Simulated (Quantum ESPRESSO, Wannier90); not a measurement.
**ZnSnP2 (chalcopyrite), plane waves to Wannier functions**

```
begin unit_cell_cart
ang
    5.6475000000    0.0000000000    0.0000000000
    0.0000000000    5.6475000000    0.0000000000
   -2.8237500000   -2.8237500000    5.6621700000
end unit_cell_cart
begin atoms_frac
Zn   0.2500000000 -0.2500000000  0.5000000000
Zn   0.0000000000  0.0000000000  0.0000000000
Sn  -0.2500000000  0.2500000000  0.5000000000
Sn   0.5000000000  0.5000000000  0.0000000000
P    0.3536200000  0.3750000000  0.2500000000
P    0.1250000000 -0.3536200000 -0.2500000000
P   -0.1036200000 -0.1250000000  0.2500000000
P   -0.3750000000  0.1036200000 -0.2500000000
end atoms_frac
```

Structure: Materials Project mp-4175, symmetrised, not relaxed again. Not found in the COD (Crystallography Open Database) copy used; not checked further. Method: PBEsol plane waves in Quantum ESPRESSO 7.5 (PseudoDojo norm-conserving files, 68 Ry, no spin polarisation, no spin-orbit coupling), Bloch states on a 4×4×4 mesh through Γ, Wannier90 4.0.1. Density: 6×6×6 mesh, Gaussian smearing 0.01 Ry. Spin-orbit coupling is left out although heavy elements are present.

Bands 23-44 form an isolated set from -7.91 to 0.00 eV relative to the valence-band maximum (on the path) and are turned into 22 Wannier functions by minimising the spread from the start: atomic waves P 3p, Zn 3d.

Task: Where do the functions sit, how wide are they and what are they made of?

Result: 
```csv
functions,spread (Å²),"nearest atom, distance (Å)","second atom, distance (Å)",weight on atomic waves
4,0.41,Zn 0.00,P 2.38,Zn 3d 100 %
4,0.61,Zn 0.00,P 2.38,Zn 3d 96 %
2,0.59,Zn 0.00,P 2.38,Zn 3d 97 %
4,3.63,P 0.54,Sn 2.23,"P 3p 54 %, Sn 5p 26 %, Sn 5s 13 %"
4,3.50,P 0.16,Sn 2.42,"P 3p 63 %, Sn 5p 13 %, Sn 5s 7 %"
4,3.09,P 0.17,Zn 2.29,"P 3p 78 %, Zn 4s 9 %"
```

Ω_I = 41.98 Å², Ω_total = 46.15 Å²; the interpolated bands follow pw.x to 15 meV rms on the path. Only this start was tried; a symmetric start can stop on a saddle, and mixtures of these functions could lower the total by at most Ω_total − Ω_I.
